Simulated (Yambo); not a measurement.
SiC (2H, space group P6_3mc, No. 186), G0W0@LDA (Yambo, plasmon pole, terminator in G, 6×6×4 mesh): gap Γ → K in eV by bands and screening block.

```
bands (W and G)  2 Ry  3 Ry  5 Ry  6 Ry  8 Ry
---------------  ----  ----  ----  ----  ----
18               3.03  3.02  3.10  3.15  3.21
28               2.81  2.81  2.92  2.98  3.07
42               2.73  2.74   ___  2.92  3.03
59               2.68   ___  2.80  2.89  3.00
76               2.67  2.69   ___  2.88  3.00
```

**Question.** Estimate the withheld gaps from their neighbours; the computed values follow.

**Answer.** 
- 42, 5 Ry: 2.85
- 59, 3 Ry: 2.70
- 76, 5 Ry: 2.79

The largest settings aren't shown to be the converged limit.

Geometry relaxed with LDA; primitive cell a = b = 3.0540 Å, c = 5.0119 Å, α = β = 90.00°, γ = 120.00°.
